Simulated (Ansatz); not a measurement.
**Does relaxation matter for the field gradients of HfO2 with Bi replacing Hf?**

Start: a supercell of HfO2 (fluorite type, Fm-3m) built from a structure deposited in the COD, with all atoms left at the host's positions.

```cif
data_Hf7BiO16
_symmetry_space_group_name_H-M 'Fm-3m'
_symmetry_Int_Tables_number 225
_cell_length_a 10.2300
_cell_length_b 10.2300
_cell_length_c 10.2300
_cell_angle_alpha 90.000
_cell_angle_beta 90.000
_cell_angle_gamma 90.000
loop_
_atom_site_label
_atom_site_type_symbol
_atom_site_symmetry_multiplicity
_atom_site_Wyckoff_symbol
_atom_site_fract_x
_atom_site_fract_y
_atom_site_fract_z
Bi Bi 4 a 0.0000 0.0000 0.0000
Hf2 Hf 24 d 0.2500 0.2500 0.0000
Hf8 Hf 4 b 0.5000 0.5000 0.5000
O9 O 32 f 0.1250 0.1250 0.1250
O12 O 32 f 0.6250 0.3750 0.3750
```

One atom of each set is listed; the run and its k-mesh use a cell of 24 atoms with edges of 7.23, 7.23, 7.23 Å.

Computed with Ansatz: DFT, PBE, plane waves and PAW, scalar-relativistic, collinear spin, 420 eV cutoff, Γ-centred 3×3×3 k-points, Fermi–Dirac smearing 0.01 eV. Start moments as typed (μB): 1 on each Bi, none on the rest.

The largest force at the start is 1.4 eV/Å. Relaxing the ions at fixed cell moves them by 0.078 Å at most (atom 9, O) and 0.046 Å rms.

| site | moved (Å) | first shell before | first shell after | V_zz before (10²¹ V/m²) | η before |
| --- | --- | --- | --- | --- | --- |
| Bi | 0.000 | 8 O at 2.21 Å | 8 O at 2.29 Å | 0.00 | – |
| Hf2 | 0.000 | 8 O at 2.21 Å | 8 O at 2.19–2.22 Å | -1.12 | 0.87 |
| O9 | 0.078 | 1 Bi at 2.21 Å, 3 Hf at 2.21 Å | 3 Hf at 2.19 Å, 1 Bi at 2.29 Å | 2.30 | 0.00 |
| O12 | 0.015 | 4 Hf at 2.21 Å | 4 Hf at 2.20–2.22 Å | 0.16 | 0.00 |

Task: How do the gradients change?

Result: 

| site | V_zz after | η after | change of V_zz |
| --- | --- | --- | --- |
| Bi | 0.00 | – | 0.00 |
| Hf2 | 3.53 | 0.65 | – |
| O9 | 2.56 | 0.00 | +0.26 |
| O12 | -0.14 | 0.00 | -0.30 |

The largest change of V_zz along a kept axis is on O12, from 0.16 to -0.14. The whole tensor moves most on Hf2, by 2.99 along its most changed direction. In per cent, |V_zz| changes by +12 on O (all sites that start above 2). V_zz changes sign on O12 (same axis). On Hf2 the largest principal value lies along another axis in the second run, so the two V_zz can't be compared directly. Other sites without a gradient aren't listed.

The defect repeats with the cell of 24 atoms, so it feels its images: sites between two images don't show the values beside a lone defect, and zeros or small values of η there can come from the images' arrangement. This high-symmetry form of HfO2 is unstable when cold, to shifts of the oxygen columns, towards the tetragonal form. The symmetry of the cell holds that distortion back, wholly or in part, and it would change the field gradients, the more the larger the distortion. The defect cell has no gap above 0.1 eV on its mesh, so the values can hang on the smearing and the k-mesh. Without spin–orbit coupling the gradients at and beside Bi and Hf can be off by some per cent, at some sites by more. The start moments die out, and the run ends without spin.
Before: The neighbours have not yet relaxed around the defect (largest force 1.4 eV/Å), so a real crystal will differ.
After: The relaxation keeps the site symmetry m-3m of the start, so the impurity can't leave its site; a distortion that would localise the partly filled state isn't explored.
